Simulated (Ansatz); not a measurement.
A scan (energy against volume; even scaling of the relaxed cell, symmetry kept) gave these values. These are r2SCAN (plane waves to 500 eV, PAW, scalar-relativistic; Ansatz, an electronic-structure program) values and carry that method's errors.

The bulk modulus at fixed cell shape B₀ (third-order Birch-Murnaghan fit) is 144 GPa and the pressure derivative B₀′ (fit) is 5.3. The equilibrium volume of the fit comes out as 12.98 Å³/atom.

**Question.** Of these crystals, all scanned alike, which one is it?
A. AlN (wurtzite)
B. BaTiO₃ (tetragonal-perovskite type, space group P4mm)
C. CdSe (wurtzite)

**Answer.** B, BaTiO₃ (tetragonal-perovskite type, space group P4mm). The others have, for the bulk modulus at fixed cell shape: CdSe 51.4 GPa, AlN 211 GPa

All were relaxed with their symmetry unable to fall. BaTiO3 is run without spin polarisation. With the shape held, the modulus is that of even scaling; a crystal free to change shape is softer.

(Under strain, the slope of the energy per volume gives the stress and its curvature an elastic modulus.)
